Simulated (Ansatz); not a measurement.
A geometry of HfSiO4 away from equilibrium: the start of the relaxation of a generated trial cell of HfSiO4 in the AFLOW prototype ABC4_mP12_13_e_a_2g (E1_b, as in AgTe4Au). Level of theory: PBEsol (plane waves to 420 eV, PAW, scalar-relativistic; Ansatz, an electronic-structure program). Γ-centred k-mesh 4×6×3 on the run's cell (coarser than for final values), Fermi–Dirac smearing 0.05 eV.

```xyz
12
Lattice="6.4051 0.0000 0.0000 0.0000 3.2357 0.0000 -4.1598 0.0000 6.0648" Properties=species:S:1:pos:R:3 pbc="T T T"
Hf     2.1626     1.6767     1.5162
Hf     0.0827     1.5590     4.5486
O      1.5775     0.0900     4.2556
O     -1.4120     0.0900     4.8415
O      0.6679     3.1457     1.8091
O      3.6574     3.1457     1.2233
O     -2.7465     1.3088     5.7888
O      2.9119     1.3088     3.3083
O      4.9918     1.9269     0.2759
O     -0.6666     1.9269     2.7564
Si     0.0000     0.0000     0.0000
Si    -2.0799     0.0000     3.0324
```

Problem. Predict the force on each atom, in eV/Å.

Solution. 
```
atom     Fx     Fy     Fz
----  -----  -----  -----
Hf1    0.00   0.89   0.00
Hf2    0.00  -0.89   0.00
O3    -2.48  -1.66   4.31
O4     2.48  -1.66  -4.31
O5     2.48   1.66  -4.31
O6    -2.48   1.66   4.31
O7    -5.19   0.62   1.12
O8     5.19   0.62  -1.12
O9     5.19  -0.62  -1.12
O10   -5.19  -0.62   1.12
Si11   0.00   0.00   0.00
Si12   0.00   0.00   0.00
```

Problem. What is the pressure?

Solution. -6.5 GPa, compression positive.

Problem. How far above the relaxed end point is this geometry?

Solution. about 0.76 eV/atom; the path ends in P2/m (No. 10).

No spin polarisation in the result. Without a van der Waals term the distances between weakly bound units are poorly fixed.

The run could not lose the symmetry of its start, so the end can be a saddle point.

The end of the path is a generated cell of HfSiO4: the first start was made by placing the elements on the sites of a structure type, and the end was not matched to a known phase here, so it may be hypothetical.
